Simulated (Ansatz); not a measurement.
An Ansatz input and the part of its output that reports the observables at the nuclei.

The cell is a COD entry, relaxed with PBE at fixed cell and then changed (volume scaled by 0.94, ions relaxed).

```yaml
crystal:
  lattice:
    - [0.0, 4.0339355957, 4.1745062023]
    - [2.3377822484, 0.0, 4.1745062023]
    - [2.3377822484, 4.0339355957, 0.0]
  atoms:
    - { symbol: Ti, position: [0.75, 0.75, 0.75] }
    - { symbol: Ti, position: [0.5, 0.5, 0.5] }
    - { symbol: Si, position: [0.0868558212, 0.4131441788, 0.0868558212] }
    - { symbol: Si, position: [0.4131441788, 0.0868558212, 0.4131441788] }
    - { symbol: Si, position: [0.1631441788, 0.8368558212, 0.1631441788] }
    - { symbol: Si, position: [0.8368558212, 0.1631441788, 0.8368558212] }
kpoints:
  mp_grid: { grid: [13, 13, 13] }
scf:
  occupations: { method: fermi_dirac, width: 0.05 }
hamiltonian:
  xc: pbe
  pseudopotentials: { kind: paw }
output:
  forces: true
  stress: true
  populations: true
  efg: { quadrupole_moments_barn: { Ti: 0.247 }, contact_densities: true }
  write_density: true
  write_potential: true
  elf: true
  volumetric_format: npy
relax:
  f_tol: 0.02
  max_steps: 60
```

```sh
ansatz run input.yaml --threads 1 --pin off --max-ram 3072MiB --backend cpu --events-out ev --progress --plain --runs-dir out
```

The run relaxes the ions first, and the block belongs to the relaxed positions.

Of the output, the block on the nuclei alone is shown; the set-up, the SCF iterations, energies, forces and stress are cut.

```
--- PAW observables at the nuclei: V_zz in 10²¹ V/m², potentials from the cell's mean, atoms counted from 1 ---
  atom   1  Ti V_zz =    +1.422500   η = 0.0854   by run symmetry: allowed   C_q = +8.4958 MHz
            electrostatic potential = -2533.231151 V   contact ρ = 56782.770261 e/Å³
  atom   2  Ti V_zz =    +1.422500   η = 0.0854   by run symmetry: allowed   C_q = +8.4958 MHz
            electrostatic potential = -2533.231151 V   contact ρ = 56782.770261 e/Å³
  atom   3  Si V_zz =    -3.353086   η = 0.1044   by run symmetry: allowed
            electrostatic potential = -1365.935266 V   contact ρ = 12812.235314 e/Å³
  atom   4  Si V_zz =    -3.353086   η = 0.1044   by run symmetry: allowed
            electrostatic potential = -1365.935266 V   contact ρ = 12812.235314 e/Å³
  atom   5  Si V_zz =    -3.353086   η = 0.1044   by run symmetry: allowed
            electrostatic potential = -1365.935266 V   contact ρ = 12812.235314 e/Å³
  atom   6  Si V_zz =    -3.353086   η = 0.1044   by run symmetry: allowed
            electrostatic potential = -1365.935266 V   contact ρ = 12812.235314 e/Å³
```

The relaxation (2 steps) took 61 s of wall time (60 s of CPU time) and 0.96 GiB at its peak, on 1 thread of Intel Xeon Platinum 8488C (Sapphire Rapids) (x86_64; 16 cores open to the job, memory cap 3.0 GiB, no GPU), a shared host with a load of 0.2 a core.

The run finds no gap above 0.1 eV (a metal, or nearly one), so the gradients can move by 10 % or more with the k-mesh. At this changed cell the PBE pressure is 13 GPa.
